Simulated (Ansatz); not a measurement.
The relaxed structure here is a generated cell of HfSO: the first start was made by placing the elements on the sites of a structure type, and the end was not matched to a known phase here, so it may be hypothetical.

One starting cell of HfSO (a generated cell, HfSO built in the AFLOW prototype ABC_hP6_194_c_d_a (as in LiBC)) was relaxed twice with Ansatz (plane waves, PAW, scalar-relativistic): with r2SCAN at 500 eV and with PBE at 420 eV. The r2SCAN result:

```yaml
crystal:
  lattice:
    - [3.97209, 0.00000, 0.00000]
    - [-1.98604, 3.43993, 0.00000]
    - [0.00000, 0.00000, 5.86488]
  atoms:
    - { symbol: Hf, position: [0.00000, 0.00000, 0.00000] }
    - { symbol: Hf, position: [0.00000, 0.00000, 0.50000] }
    - { symbol: S, position: [0.33333, 0.66667, 0.25000] }
    - { symbol: S, position: [0.66667, 0.33333, 0.75000] }
    - { symbol: O, position: [0.33333, 0.66667, 0.75000] }
    - { symbol: O, position: [0.66667, 0.33333, 0.25000] }
```

```csv
quantity,r2SCAN,PBE
space group,P6₃/mmc,P6₃/mmc
volume (Å³/atom),13.36,[?]
a (Å),3.972,[?]
c (Å),5.865,[?]
"gap (eV, no spin-orbit coupling)",0.00,[?]
```

Q: What does PBE give for the same quantities?

A: 
- volume (Å³/atom), PBE: 13.57
- a (Å), PBE: 3.990
- c (Å), PBE: 5.906
- gap (eV, no spin-orbit coupling), PBE: 0.00

Both levels end in the same structure; PBE's volume is 1.6 % larger. Neither column is exact.

No spin polarisation in the result. The d or f electrons are treated with no Hubbard U.

The run could not lose the symmetry of its start, so the end can be a saddle point.

All atoms sit on sites fixed by symmetry, so only the cell could relax.

Ansatz is a quantum-chemistry and plane-wave program.
